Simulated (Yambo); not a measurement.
Yambo run on BaTiP₂O₈ (space group C2/m, No. 12). The wavefunctions are LDA (pw.x of Quantum ESPRESSO, ONCV potentials, no spin-orbit coupling) ones on a 2×2×1 mesh (40 occupied bands); a = 4.916 Å, b = 4.916 Å, c = 7.841 Å, α = 93.49°, β = 93.49°, γ = 64.64°.

Yambo input:

```
rim_cut
gw0
dyson
el_el_corr
HF_and_locXC
ppa
em1d
RandQpts= 1000000
RandGvec= 1 Ry
EXXRLvcs= 84 Ry
VXCRLvcs= 336 Ry
Chimod= "HARTREE"
% BndsRnXp
 2 | 256 |
%
NGsBlkXp= 7 Ry
% LongDrXp
 1.0 | 1.0 | 1.0 |
%
PPAPntXp= 27.2114 eV
% GbndRnge
 1 | 104 |
%
GTermKind= "none"
DysSolver= "n"
ExtendOut
% QPkrange
 1 | 1 | 41 | 41 |
 3 | 3 | 40 | 41 |
%
```

k points by index: 1 = Γ, 3 = (-0.5, -0.5, 0).

Table of the .qp output:

```
#    K-point    Band    Eo [eV]    E [eV]    E-Eo [eV]    Vxc [eV]    Vnlxc [eV]    Sc|Eo [eV]    Sc|E [eV]    dSc/dw|Eo [eV]    Re(Z)    Im(Z)
#
    1    41    2.653831    5.216419    2.562587    -20.05034    -11.64410    -5.123608    -5.843660    -7.645327    0.780660    -0.001721
    3    40    0.000000    -0.209286    -0.209286    -19.86726    -25.38900    5.257115    5.312461    -7.191291    0.790965    -0.001332
    3    41    2.662617    5.235213    2.572596    -20.17292    -11.80099    -5.076311    -5.799326    -7.646938    0.780624    -0.001706
```
(The two width columns are left out.) Convergence of these settings isn't established.

Geometry of the Materials Project entry, not relaxed at this level.

The structure is a Materials Project entry; no match was found in the copy of COD used, and its stability was not checked.
